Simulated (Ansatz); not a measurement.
SiNi:
Space group Pnma (No. 62); a = 5.0854 Å, b = 3.3638 Å, c = 5.5199 Å, α = 90.00°, β = 90.00°, γ = 90.00°

```json
[
 {"atom": "Si", "site": "4c", "symmetry": ".m.", "x": "0.1788", "y": "0.2500", "z": "0.4129"},
 {"atom": "Ni", "site": "4c", "symmetry": ".m.", "x": "0.0094", "y": "0.2500", "z": "0.8126"}
]
```

Relaxed with PBEsol.

Q: Decompose the optical modes at the zone centre into irreducible representations, and say which are infrared and Raman allowed.

A: Point group mmm: Γ_opt = 4Ag + 2Au + 2B1g + 3B1u + 4B2g + B2u + 2B3g + 3B3u. Infrared: B1u, B2u, B3u. Raman: Ag, B1g, B2g, B3g.

Q: Assign frequencies (DFPT, plane-wave PAW PBEsol (Ansatz code)).

A: B1g 155, Au 174, B3u 189, B3g 205, Ag 206, Ag 223, B1u 227, B2g 232, B2g 264, B1u 286, Ag 298, B3u 301, Au 306, B3g 332, B2u 338, B2g 345, B1g 355, Ag 369, B1u 393, B3u 396, B2g 413 cm⁻¹.

Subscripts of B labels follow the axes of the standard setting.

Symmetry was held in the PBEsol relaxation; of distortions, only those at the zone centre were tested. The run is not spin-polarised. As this level gives no gap, phonon frequencies hold no LO–TO term and depend on the k-mesh and smearing (Fermi–Dirac, 0.1 eV here).

Potentials: the later of the program's two PAW sets.
